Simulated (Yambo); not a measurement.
BSE-type run in Yambo on Mg2ZnO3 (space group P-3m1, No. 164), at zero momentum.

Quantum ESPRESSO step (PBEsol, PseudoDojo standard norm-conserving files, scalar-relativistic):
```
&CONTROL
  calculation = 'nscf'
  pseudo_dir = './pseudo'
  outdir = './out'
/
&SYSTEM
  ibrav = 0
  nat = 6
  ntyp = 3
  ecutwfc = 84.0
  ecutrho = 336.0
  occupations = 'fixed'
  force_symmorphic = .true.
  nbnd = 54
/
&ELECTRONS
  conv_thr = 6.000000000000001e-09
  diago_full_acc = .true.
  diago_thr_init = 1e-08
/
ATOMIC_SPECIES
O 15.9990 O.upf
Mg 24.3050 Mg.upf
Zn 65.3800 Zn.upf
CELL_PARAMETERS angstrom
  3.032999978000   0.000000000000   0.000000000000
 -1.516499989000   2.626655031000   0.000000000000
  0.000000000000   0.000000000000   7.403320000000
ATOMIC_POSITIONS crystal
O   0.333333333000   0.666666667000   0.172620000000
O   0.666666667000   0.333333333000   0.827380000000
O   0.000000000000   0.000000000000   0.500000000000
Mg   0.333333333000   0.666666667000   0.665800000000
Mg   0.666666667000   0.333333333000   0.334200000000
Zn   0.000000000000   0.000000000000   0.000000000000
K_POINTS automatic
9 9 4 0 0 0
```

Yambo input:
```
rim_cut
optics
bse
bss
dipoles
em1s
RandQpts= 1000000
RandGvec= 1 Ry
FFTGvecs= 40 Ry
Chimod= "HARTREE"
BSKmod= "SEX"
BSEmod= "resonant"
BSSmod= "hs"
BSENGexx= 15 Ry
BSENGBlk= 3 Ry
% BSEQptR
 1 | 1 |
%
% BSEBands
 21 | 32 |
%
% BEnRange
 0.0 | 8.1 | eV
%
% BDmRange
 0.15 | 0.15 | eV
%
BEnSteps= 162
% BLongDir
 1.0 | 0.0 | 0.0 |
%
BSHayTrs= -0.02
BSSNEig= 24
WRbsWF
% BndsRnXs
 7 | 50 |
%
NGsBlkXs= 3 Ry
% LongDrXs
 1.0 | 1.0 | 1.0 |
%
```

From the report:

The dimension is k points × valence × conduction bands = 324 × 9 × 3 = 8748.
```
  [SLEPC] Approach                          : Krylov-Schur
  [SLEPC] Number of requested eigenvalues   :  24
  [SLEPC] Number of eigenvalues        [NEV]:  24
   [K] Dimension                                    :   8748
   [K] Bands                                        :   21   32
   [K] Exchange res                                 : yes
   [K] Correlation res                              : yes
   [K] W interaction is bare                        : no
   [K] RL vectors exchange                          :   425
   [K] RL vectors correlation                       :   39
   [W] Matrix size                                  :   39
   [W] Bands                                        :    7   50
   [W] Coulomb Cutoff                               : none
   [W] Hxc Kernel                                   : HARTREE
```

Geometry of the Materials Project entry, not relaxed at this level.

The structure is a Materials Project entry; no match was found in the copy of COD used, and its stability was not checked.

With a shallow 3d shell G0W0 needs far more bands and larger blocks than here, so the scissor is uncertain by tenths of an eV or more.
